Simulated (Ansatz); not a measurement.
A geometry of WSe₂ away from equilibrium: step 3 of the relaxation of a relaxed WSe2 cell stretched uniformly to 115 % of its volume. Method: PBE (plane waves to 420 eV, PAW, scalar-relativistic; Ansatz, a first-principles code). Γ-centred k-mesh 8×8×2 on the run's cell (coarser than for final values), Fermi–Dirac smearing 0.05 eV. The plane waves were selected for a different cell earlier on the path.

```xyz
6
Lattice="3.3971 0.0000 0.0000 -1.6986 2.9420 0.0000 0.0000 0.0000 15.7536" Properties=species:S:1:pos:R:3 pbc="T T T"
W      0.0000     1.9613     3.9384
W      1.6986     0.9807    11.8152
Se     0.0000     1.9613    10.1182
Se     1.6986     0.9807     2.2414
Se     1.6986     0.9807     5.6354
Se     0.0000     1.9613    13.5122
```

### Question
Give the Cartesian forces on all atoms (eV/Å).

### Answer
```
atom    Fx    Fy     Fz
----  ----  ----  -----
W1    0.00  0.00   0.00
W2    0.00  0.00   0.00
Se3   0.00  0.00   0.72
Se4   0.00  0.00   0.72
Se5   0.00  0.00  -0.72
Se6   0.00  0.00  -0.72
```

The path ends in P6₃/mmc (No. 194) (AFLOW prototype AB2_hP6_194_c_f (C7, as in MoS2)). No spin polarisation in the result. Without a van der Waals term the distances between weakly bound units are poorly fixed.

The run could not lose the symmetry of its start.

Without dispersion the volume is uncertain too.
